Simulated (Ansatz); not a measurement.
SiO₂ in space group P6_422 (No. 181; Si on 3c, O on 6j), plane-wave PAW r²SCAN (Ansatz code). The conduction-band minimum lies at Γ, with 1 equivalent valley. Second derivatives d²E/dk² of the lowest band at one valley (eV·Å²), along Cartesian directions:

```tsv
direction	d²E/dk²
[100]	14.41
[010]	14.41
[001]	14.89
[110]	14.41
[101]	14.65
[011]	14.65
```

Q: Find the principal effective masses, the density-of-states mass and the conductivity mass.

A: Off-diagonal terms follow from H_xy = H[110] − (H_xx + H_yy)/2, and m*/mₑ = 7.620 eV·Å² over each eigenvalue: 0.51, 0.53, 0.53. One valley's DOS mass (m₁m₂m₃)^(1/3) = 0.52, conductivity mass 3/(Σ 1/mᵢ) = 0.52 mₑ.

Q: What effective density of states Nc follows at 300 K for parabolic valleys?

A: Nc = 2.509e19 × 1 × (0.52)^(3/2) ≈ 9.4e18 cm⁻³.

This is a known high-temperature phase of the composition, computed here at zero pressure and temperature. The r²SCAN relaxation kept the symmetry of its start; its stability against distortions is not shown here.

Potentials: the later of the program's two PAW sets.

Edges and masses are those of Kohn–Sham bands, whose gap is no quasiparticle gap.
